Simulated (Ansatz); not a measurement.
# Ba₃In₂Cl₂O₅: levels and charges under dearer methods

A database entry relaxed whole under r2SCAN at zero pressure (I4/mmm, No. 139):

```yaml
crystal:
  lattice:
    - [-2.12758, 2.12758, 12.56015]
    - [2.12758, -2.12758, 12.56015]
    - [2.12758, 2.12758, -12.56015]
  atoms:
    - { symbol: Ba, position: [0.50000, 0.50000, 0.00000] }
    - { symbol: Ba, position: [0.33952, 0.33952, 0.00000] }
    - { symbol: Ba, position: [0.66048, 0.66048, 0.00000] }
    - { symbol: In, position: [0.08230, 0.08230, 0.00000] }
    - { symbol: In, position: [0.91770, 0.91770, 0.00000] }
    - { symbol: Cl, position: [0.20479, 0.20479, 0.00000] }
    - { symbol: Cl, position: [0.79521, 0.79521, 0.00000] }
    - { symbol: O, position: [0.59328, 0.09328, 0.50000] }
    - { symbol: O, position: [0.09328, 0.59328, 0.50000] }
    - { symbol: O, position: [0.40672, 0.90672, 0.50000] }
    - { symbol: O, position: [0.90672, 0.40672, 0.50000] }
    - { symbol: O, position: [0.00000, 0.00000, 0.00000] }
```

Its volume is 18.95 Å³ an atom, +1.7 % against the entry's 18.64, a cell as deposited in COD (1990).

Single points on this cell with plane-wave PAW DFT (Ansatz 0.2.0; r2SCAN 500 eV, hybrids 420 eV; fermi-dirac occupations of width 0.020 eV; no moments): r2SCAN on a 8×8×8 Γ-centred mesh; r2SCAN with spin-orbit coupling on a 2×2×2 Γ-centred mesh; HSE06 on a 4×4×4 Γ-centred mesh; PBE0 on a 4×4×4 Γ-centred mesh.

Q: What does each level give for gap and charges?

A: The runs give:

```json
{"level": "r2SCAN", "gap (eV), or kind": "2.18", "pressure (GPa)": "0.0", "Bader charge of Ba (e)": "+1.57", "Bader charge of In (e)": "+1.90", "Bader charge of Cl (e)": "-0.80", "Bader charge of O (e)": "-1.38"}
{"level": "r2SCAN with spin-orbit coupling", "gap (eV), or kind": "2.17", "pressure (GPa)": "-0.2", "Bader charge of Ba (e)": "+1.58", "Bader charge of In (e)": "+1.90", "Bader charge of Cl (e)": "-0.80", "Bader charge of O (e)": "-1.38"}
{"level": "HSE06", "gap (eV), or kind": "2.92", "pressure (GPa)": "-0.4", "Bader charge of Ba (e)": "+1.59", "Bader charge of In (e)": "+1.91", "Bader charge of Cl (e)": "-0.81", "Bader charge of O (e)": "-1.39"}
{"level": "PBE0", "gap (eV), or kind": "3.63", "pressure (GPa)": "-0.5", "Bader charge of Ba (e)": "+1.59", "Bader charge of In (e)": "+1.91", "Bader charge of Cl (e)": "-0.81", "Bader charge of O (e)": "-1.39"}
```

Under r2SCAN the gap is 2.18 eV, over mesh and band path. HSE06 moves it by +0.74 eV and PBE0 by +1.45 eV; PBE0 keeps its exact exchange at long range, which widens the gap over HSE06's by 0.71 eV on their common mesh. Spin-orbit coupling moves the r2SCAN gap by -0.01 eV.

Caveats: the relaxation kept the start's symmetry; HSE06 is read on its mesh and at the zone's corners, PBE0 on its mesh alone; hybrid pressures are good to a few tenths of a GPa; pressure is positive in compression.
